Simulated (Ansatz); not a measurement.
Si$_{2}$Ru (MoSi2 or CaC2 type, I4/mmm) under volume change, PBEsol (plane waves, PAW; program Ansatz), shape and atoms relaxed at each volume.

```csv
V (Å³/atom),E − E(relaxed) (meV/atom),P (GPa)
11.777,[?],[?]
12.166,34.2,14.95
12.554,8.1,6.87
12.942,0.0,0.00
13.330,7.2,-5.81
13.719,[?],[?]
14.107,58.6,-14.85
```

Question: Fill in the missing entries.

Answer: 
- 13.719, E − E(relaxed) (meV/atom): 27.5
- 13.719, P (GPa): -10.72
- 11.777, E − E(relaxed) (meV/atom): 81.7
- 11.777, P (GPa): 24.46

Question: What does a third-order Birch–Murnaghan fit give for V₀, B₀ and B′?

Answer: V₀ = 12.94 Å³/atom, B₀ = 210 GPa, B′ = 4.5.

The cell is a constructed one: a structure type filled with these elements; neither database checked (COD, Materials Project) lists it. Its standing as an ambient phase is unchecked. The cell was relaxed with PBEsol under the symmetry of its start; whether a distortion lowers the energy is not shown. No spin polarisation was allowed.

Potentials: the later of the program's two PAW sets.
